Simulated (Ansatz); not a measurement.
Relaxed Nb3Au (A15, Cr3Si type):

```
Nb3Au
1.0
   10.27811     0.00000     0.00000
    0.00000     5.13905     0.00000
    0.00000     0.00000     5.13905
Nb Au
12 4
Direct
  0.25000   0.25000   0.00000
  0.75000   0.25000   0.00000
  0.25000   0.75000   0.00000
  0.75000   0.75000   0.00000
  0.12500   0.00000   0.50000
  0.62500   0.00000   0.50000
  0.37500   0.00000   0.50000
  0.87500   0.00000   0.50000
  0.00000   0.50000   0.25000
  0.50000   0.50000   0.25000
  0.00000   0.50000   0.75000
  0.50000   0.50000   0.75000
  0.25000   0.50000   0.50000
  0.75000   0.50000   0.50000
  0.00000   0.00000   0.00000
  0.50000   0.00000   0.00000
```

The atoms are displaced by Q × the pattern below (from a DFPT mode at X = (0.5, 0.0, 0.0), largest move 1; Q in Å), at fixed cell. It is one choice among 2 degenerate patterns. (q is in reciprocal vectors of the primitive cell; the cell shown is doubled to hold the pattern.)

| atom | x | y | z |
|---|---|---|---|
| Nb5 | 0.000 | 0.000 | -0.291 |
| Nb6 | 0.000 | 0.000 | 0.291 |
| Nb7 | 0.000 | 0.000 | 0.291 |
| Nb8 | 0.000 | 0.000 | -0.291 |
| Nb9 | 0.000 | 0.000 | 1.000 |
| Nb10 | 0.000 | 0.000 | -1.000 |
| Nb11 | 0.000 | 0.000 | 1.000 |
| Nb12 | 0.000 | 0.000 | -1.000 |
| Au15 | 0.000 | 0.000 | -0.154 |
| Au16 | 0.000 | 0.000 | 0.154 |

Atoms not listed stay in place.

Calculation: LDA (plane waves to 420 eV, PAW, scalar-relativistic; Ansatz, a first-principles code). k mesh 5×9×9 (Γ-centred), Fermi-Dirac smearing 0.05 eV. Energies are smeared free energies. With partly filled bands, energies and forces of such displacements shift with the k mesh and the smearing. Nb3Au is run without spin polarisation. Nb3Au was relaxed with its symmetry unable to fall. Spin-orbit coupling is left out, though Au is heavy. The zero of ΔE is the undisplaced structure.

```json
[
 {"Q (Å)": "-0.280", "ΔE (meV/cell)": "(withheld)", "−dE/dQ from forces (eV/Å)": "5.919"},
 {"Q (Å)": "-0.233", "ΔE (meV/cell)": "(withheld)", "−dE/dQ from forces (eV/Å)": "4.893"},
 {"Q (Å)": "-0.187", "ΔE (meV/cell)": "(withheld)", "−dE/dQ from forces (eV/Å)": "3.899"},
 {"Q (Å)": "-0.140", "ΔE (meV/cell)": "208", "−dE/dQ from forces (eV/Å)": "2.936"},
 {"Q (Å)": "-0.093", "ΔE (meV/cell)": "94", "−dE/dQ from forces (eV/Å)": "1.985"},
 {"Q (Å)": "-0.047", "ΔE (meV/cell)": "(withheld)", "−dE/dQ from forces (eV/Å)": "1.007"},
 {"Q (Å)": "0.000", "ΔE (meV/cell)": "0", "−dE/dQ from forces (eV/Å)": "0.000"},
 {"Q (Å)": "0.047", "ΔE (meV/cell)": "(withheld)", "−dE/dQ from forces (eV/Å)": "-1.007"},
 {"Q (Å)": "0.093", "ΔE (meV/cell)": "94", "−dE/dQ from forces (eV/Å)": "-1.985"},
 {"Q (Å)": "0.140", "ΔE (meV/cell)": "208", "−dE/dQ from forces (eV/Å)": "-2.936"},
 {"Q (Å)": "0.187", "ΔE (meV/cell)": "(withheld)", "−dE/dQ from forces (eV/Å)": "-3.899"},
 {"Q (Å)": "0.233", "ΔE (meV/cell)": "(withheld)", "−dE/dQ from forces (eV/Å)": "-4.893"},
 {"Q (Å)": "0.280", "ΔE (meV/cell)": "(withheld)", "−dE/dQ from forces (eV/Å)": "-5.919"}
]
```

Fill in the missing entries.


- -0.280, ΔE (meV/cell): 825
- -0.233, ΔE (meV/cell): 573
- -0.187, ΔE (meV/cell): 368
- -0.047, ΔE (meV/cell): 24
- 0.047, ΔE (meV/cell): 24
- 0.187, ΔE (meV/cell): 368
- 0.233, ΔE (meV/cell): 573
- 0.280, ΔE (meV/cell): 825

(A displaced cell: forces are minus the slopes of the energy, force constants its curvatures, and phonons follow from these.)
